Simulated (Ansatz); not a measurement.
## Scan of one atom of the cell for CdTe (zinc blende)

Relaxed CdTe (zinc blende):

```
CdTe
1.0
    0.00000     3.27881     3.27881
    3.27881     0.00000     3.27881
    3.27881     3.27881     0.00000
Te Cd
1 1
Direct
  0.75000   0.75000   0.75000
  0.00000   0.00000   0.00000
```

In each cell atom 1 (Te, nearest neighbour Cd at 2.840 Å; its periodic images, 4.6 Å or more away, move with it) moves by s·(0.577, 0.577, 0.577) (towards the nearest neighbour), the rest being held.

Method: r2SCAN (plane waves to 500 eV, PAW, scalar-relativistic; Ansatz, a quantum-chemistry and plane-wave program). k mesh 7×7×7 (Γ-centred), Fermi-Dirac smearing 0.05 eV. E stands for the smeared free energy. Stress and pressure are positive under compression. F∥ is the force on the atom along that direction. CdTe was relaxed with its symmetry unable to fall. Spin-orbit coupling is left out, though Te is heavy. The zero of ΔE is the undisplaced structure.

```
s (Å)   ΔE (eV/cell)  F∥ (eV/Å)  P (GPa)
------  ------------  ---------  -------
-0.280        0.1114      0.653     0.76
-0.224        0.0766      0.586     0.53
-0.168        0.0463      0.492     0.32
-0.112        0.0221      0.366     0.16
-0.056        0.0059      0.204     0.04
0.000         0.0000      0.000     0.00
0.056         0.0069     -0.254     0.05
0.112         0.0296     -0.567     0.20
0.168         0.0716     -0.948     0.48
0.224         0.1373     -1.412     0.91
0.280         0.2316     -1.973     1.51
```

Key numbers:

The energy at s = 0.280 Å is 231.6 meV/cell. The force along the line at s = -0.280 Å is 0.653 eV/Å and the force constant k = d²E/ds² at s = 0 (finite differences) comes out as 4.07 eV/Å². The zone-centre optical wavenumber from k (transverse: no LO-TO term) comes out as 136 cm⁻¹. Symmetry of the curve: not even: the positive side lies higher at ±0.280 Å. Shape of the curve: a single well with its minimum at or next to zero displacement. Harmonic estimate at the end of the scan: ½ks² = 159.6 meV/cell against the computed 231.6 meV/cell, so the well is stiffer than harmonic there.

The 11 points together took around 3 core-minutes (rough).

(A displaced cell: forces are minus the slopes of the energy, force constants its curvatures, and phonons follow from these.)
